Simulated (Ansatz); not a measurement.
GeSe in space group Pnma (No. 62; Ge on 4c, Se on 4c), the program Ansatz at the PBE+D3(BJ) level (PAW). The conduction-band minimum lies on the Γ–Z line, 14 % of the way from Γ, with 2 equivalent valleys. Second derivatives d²E/dk² of the lowest band at one valley (eV·Å²), along Cartesian directions:

```csv
direction,d²E/dk²
[100],92.99
[010],6.295
[001],3.172
[110],49.74
[101],48.18
[011],4.735
```

**Question.** Find the principal effective masses, the density-of-states mass and the conductivity mass.

**Answer.** Off-diagonal terms follow from H_xy = H[110] − (H_xx + H_yy)/2, and m*/mₑ = 7.620 eV·Å² over each eigenvalue: 0.082, 1.2, 2.4. One valley's DOS mass (m₁m₂m₃)^(1/3) = 0.62, conductivity mass 3/(Σ 1/mᵢ) = 0.22 mₑ.

**Question.** What effective density of states Nc follows at 300 K for parabolic valleys?

**Answer.** Nc = 2.509e19 × 2 × (0.62)^(3/2) ≈ 2.5e19 cm⁻³.

The cell was relaxed with PBE+D3(BJ) under the symmetry of its start. Scalar-relativistic: spin–orbit coupling is off unless named, which matters more the heavier the elements.

Potentials: the later of the program's two PAW sets.

Edges and masses are those of Kohn–Sham bands, whose gap is no quasiparticle gap.
